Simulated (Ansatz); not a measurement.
## KSO3F — field gradients at the nuclei

The cell is a Materials Project structure (computed, not necessarily an observed phase), taken as it stands.

```yaml
crystal:
  lattice:
    - [8.82252, 0.00000, 0.00000]
    - [0.00000, 6.04081, 0.00000]
    - [0.00000, 0.00000, 7.55606]
  atoms:
    - { symbol: K, position: [0.67748, 0.25000, 0.34162] }
    - { symbol: K, position: [0.17748, 0.25000, 0.15838] }
    - { symbol: K, position: [0.32252, 0.75000, 0.65838] }
    - { symbol: K, position: [0.82252, 0.75000, 0.84162] }
    - { symbol: S, position: [0.55570, 0.25000, 0.80047] }
    - { symbol: S, position: [0.05570, 0.25000, 0.69953] }
    - { symbol: S, position: [0.44430, 0.75000, 0.19953] }
    - { symbol: S, position: [0.94430, 0.75000, 0.30047] }
    - { symbol: O, position: [0.58380, 0.04720, 0.70217] }
    - { symbol: O, position: [0.08380, 0.45280, 0.79783] }
    - { symbol: O, position: [0.41620, 0.54720, 0.29783] }
    - { symbol: O, position: [0.91620, 0.95280, 0.20217] }
    - { symbol: O, position: [0.41620, 0.95280, 0.29783] }
    - { symbol: O, position: [0.91620, 0.54720, 0.20217] }
    - { symbol: O, position: [0.58380, 0.45280, 0.70217] }
    - { symbol: O, position: [0.08380, 0.04720, 0.79783] }
    - { symbol: O, position: [0.42286, 0.25000, 0.91202] }
    - { symbol: O, position: [0.92286, 0.25000, 0.58798] }
    - { symbol: O, position: [0.57714, 0.75000, 0.08798] }
    - { symbol: O, position: [0.07714, 0.75000, 0.41202] }
    - { symbol: F, position: [0.69690, 0.25000, 0.94580] }
    - { symbol: F, position: [0.19689, 0.25000, 0.55420] }
    - { symbol: F, position: [0.30311, 0.75000, 0.05420] }
    - { symbol: F, position: [0.80310, 0.75000, 0.44580] }
```

Atoms are numbered from 1 in the order listed; like atoms form one site, named after its first atom.

All values are calculated (Ansatz; DFT, PBE, plane waves and PAW, scalar-relativistic, 420 eV cutoff, Γ-centred 3×4×3 k-points, Fermi–Dirac smearing 0.02 eV), not measured.

Conventions: |V_zz| ≥ |V_yy| ≥ |V_xx|, η = (V_xx − V_yy)/V_zz, C_Q = eQV_zz/h. Directions are in the Cartesian axes of the cell vectors above, for the atom listed; none is given where the gradient is under 0.02 or η is above 0.95.

```csv
site,first atom,first shell,V_zz (10²¹ V/m²),η,"direction of V_zz (x, y, z)"
K,1,"7 O at 2.86–3.10 Å, 1 F at 3.00 Å; also 2 F at 3.31 Å",-0.82,0.45,1.00 0.00 0.09
S,5,"3 O at 1.44–1.45 Å, 1 F at 1.66 Å",9.22,0.05,0.75 0.00 0.67
O9,9,1 S at 1.45 Å; also 3 K at 2.94–3.10 Å,12.80,0.30,-0.14 0.84 0.53
O17,17,1 S at 1.44 Å; also 1 K at 2.86 Å,12.63,0.31,0.83 0.00 -0.56
F,21,1 S at 1.66 Å; also 3 K at 3.00–3.31 Å,22.3,0.00,0.75 0.00 0.67
```

At O9, O17 and F V_zz points along its bond to S (within 2°) in each case.

The largest force is 0.5 eV/Å, so the atoms aren't at the calculated equilibrium and relaxing them would move these values.
